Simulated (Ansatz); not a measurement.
MgO:
```cif
data_Mg6O6
_chemical_formula_sum 'Mg6 O6'
_space_group_name_H-M_alt 'P 1'
_space_group_IT_number 1
_cell_length_a 5.57528
_cell_length_b 5.57528
_cell_length_c 5.57528
_cell_angle_alpha 90.000
_cell_angle_beta 90.000
_cell_angle_gamma 90.000
loop_
_space_group_symop_operation_xyz
  'x, y, z'
loop_
_atom_site_label
_atom_site_type_symbol
_atom_site_fract_x
_atom_site_fract_y
_atom_site_fract_z
_atom_site_occupancy
Mg1 Mg 0.25000 0.00000 0.50000 1
Mg2 Mg 0.75000 0.00000 0.50000 1
Mg3 Mg 0.50000 0.75000 0.00000 1
Mg4 Mg 0.50000 0.25000 0.00000 1
Mg5 Mg 0.00000 0.50000 0.75000 1
Mg6 Mg 0.00000 0.50000 0.25000 1
O1 O 0.25000 0.50000 0.00000 1
O2 O 0.75000 0.50000 0.00000 1
O3 O 0.00000 0.75000 0.50000 1
O4 O 0.00000 0.25000 0.50000 1
O5 O 0.50000 0.00000 0.75000 1
O6 O 0.50000 0.00000 0.25000 1
```

This is the r²SCAN-relaxed structure.

Task: All from the program Ansatz at the r²SCAN level (PAW), unless another level is named. Give the electron effective mass.

Result: 0.42 mₑ (isotropic).

Task: What about the band gap?

Result: 3.40 eV (direct).

Task: And the weight of the valence-edge state by species (Voronoi cells)?

Result: O 92 %, Mg 8 %.

Space group Pm-3n. The first step of the workflow began from a Materials Project structure, measured or hypothetical; the Crystallography Open Database copy checked does not list it. It is not the phase usual at ambient conditions (space group No. 225). The r²SCAN relaxation kept the symmetry of its start; of distortions, only those at the zone centre were tested.

Potentials: the later of the program's two PAW sets.
